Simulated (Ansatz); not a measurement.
Calculated Sn-119 Mössbauer parameters for ZnS with Sn replacing Zn

Cell: a supercell of ZnS (wurtzite type, P6_3mc) built from an entry of the Crystallography Open Database (COD), with the ions relaxed around the defect (PBE).

Space group P3m1 (No. 156); a = 7.6220, c = 12.4680 Å, γ = 120.00°.

| site | Wyckoff | site symmetry | x | y | z |
| --- | --- | --- | --- | --- | --- |
| Sn | 1a | 3m. | 0.0000 | 0.0000 | 0.0236 |
| Zn2 | 1a | 3m. | 0.0000 | 0.0000 | 0.4887 |
| Zn3 | 3d | .m. | 0.0032 | 0.5016 | 0.9993 |
| Zn4 | 3d | .m. | 0.9944 | 0.4972 | 0.5041 |
| Zn9 | 3d | .m. | 0.1734 | 0.8266 | 0.2596 |
| Zn10 | 3d | .m. | 0.1665 | 0.8335 | 0.7411 |
| Zn15 | 1c | 3m. | 0.6667 | 0.3333 | 0.2489 |
| Zn16 | 1c | 3m. | 0.6667 | 0.3333 | 0.7558 |
| S17 | 1a | 3m. | 0.0000 | 0.0000 | 0.2472 |
| S18 | 1a | 3m. | 0.0000 | 0.0000 | 0.6814 |
| S19 | 3d | .m. | 0.0017 | 0.5009 | 0.1869 |
| S20 | 3d | .m. | 0.9939 | 0.4970 | 0.6888 |
| S25 | 3d | .m. | 0.1719 | 0.8281 | 0.4460 |
| S26 | 3d | .m. | 0.1767 | 0.8233 | 0.9265 |
| S31 | 1c | 3m. | 0.6667 | 0.3333 | 0.4355 |
| S32 | 1c | 3m. | 0.6667 | 0.3333 | 0.9423 |

One atom of each set is listed.

Method: Kohn–Sham DFT in Ansatz, PBE, plane waves and PAW, scalar-relativistic, 420 eV cutoff, Γ-centred 3×3×2 k-points, Fermi–Dirac smearing 0.01 eV.

Isomer shifts (against SnO₂) follow from the electron density at the nucleus, δ = α(ρ − ρ₀), with α = 0.099 mm s⁻¹ a₀³ and ρ₀ = 183191.44 a₀⁻³ from a line fitted to 8 measured compounds at this level of theory (rms miss 0.12 mm/s). ΔE_Q = ½eQV_zz(1 + η²/3)^½ with Q = -0.132 b for the 23.9 keV state.

(1) Give the isomer shift and quadrupole splitting of each Sn site.

Results:

(1) 

```tsv
site	atoms	first shell	ρ − ρ₀ (a₀⁻³)	δ (mm/s)	ΔE_Q (mm/s)	η
Sn	1	4 S at 2.63–2.79 Å	39.1	3.87	0.48	0.00
```

The shift of Sn is typical of Sn(II).

The defect repeats with the cell of 32 atoms, so it feels its images: sites between two images don't show the values beside a lone defect, and zeros or small values of η there can come from the images' arrangement. The relaxation keeps the site symmetry 3m of the start, so the impurity can move only along its axis; a start off the site could end lower. Without spin–orbit coupling (the program notes it for Sn) the gradients can shift somewhat, as the gap is small. Shifts outside the range of the fitted compounds (-0.5 to 3.2 mm/s for Sn) are extrapolations.

The relaxation (8 steps) took 10 min of wall time (10 min of CPU time) and 1.4 GiB at its peak, on 1 thread of Arm Neoverse V1 (aarch64; 8 cores open to the job, memory cap 3.0 GiB, no GPU), a shared host with a load of 0.2 a core.
